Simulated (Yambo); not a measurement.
Material: CuCl (zinc blende, space group F-43m, No. 216) under isotropic strain of -3 % on all lattice vectors; a = 3.6277 Å, b = 3.6277 Å, c = 3.6277 Å, α = 60.00°, β = 60.00°, γ = 60.00° (2 atoms in the cell). The PBEsol cell relaxed from Materials Project entry mp-22914 was given an isotropic strain of -3 % on all lattice vectors, and the atoms were relaxed again.

With PBEsol (Quantum ESPRESSO, PseudoDojo norm-conserving, 92 Ry, no spin-orbit coupling), the gap between the mesh's edge points (Γ → Γ) is 0.746 eV.

### Question
What does a G0W0 run in Yambo give for it (4×4×4 Γ-centred k mesh, bands 5 to 92 and a 10 Ry block in the screening, 92 bands in G with the Bruneval-Gonze terminator, plasmon pole fitted at 27.2 eV)?

### Answer
The correction is 1.139 eV, giving 1.885 eV, 2.5 times the PBEsol value.  Convergence of the G0W0 settings was not tested. The filled Cu 3d shell has no Hubbard U; semilocal functionals place it too high.
